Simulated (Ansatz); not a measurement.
AlV2C:
```
AlV2C
1.0
    2.88763     0.00000     0.00000
   -1.44382     2.50076     0.00000
    0.00000     0.00000    13.11702
Al V C
2 4 2
Direct
  0.33333   0.66667   0.25000
  0.66667   0.33333   0.75000
  0.33333   0.66667   0.58551
  0.66667   0.33333   0.41449
  0.66667   0.33333   0.08551
  0.33333   0.66667   0.91449
  0.00000   0.00000   0.00000
  0.00000   0.00000   0.50000
```

This is the r²SCAN-relaxed structure. x, y and z are the axes in which the lattice vectors are written.

Task: All from r²SCAN (plane waves, PAW; program Ansatz), unless another level is named. Predict the Poisson's ratio.

Result: 0.20.

Task: Predict the highest zone-centre frequency.

Result: 699 cm⁻¹.

Task: What about the elastic constants (relaxed ions, GPa)?

Result: C11 = 352, C12 = 91.7, C13 = 107, C33 = 348, C44 = 159.

Space group P6_3/mmc. The cell was relaxed with r²SCAN under the symmetry of its start. No spin polarisation was allowed. As this level gives no gap, shear constants depend on the k-mesh and smearing (Fermi–Dirac, 0.1 eV here). As this level gives no gap, phonon frequencies hold no LO–TO term and depend on the k-mesh and smearing (Fermi–Dirac, 0.1 eV here).

Potentials: the earlier of the program's two PAW sets. The files were generated under PBE; for other functionals the program regenerates the frozen cores, and for LDA and PBEsol the local potential too.
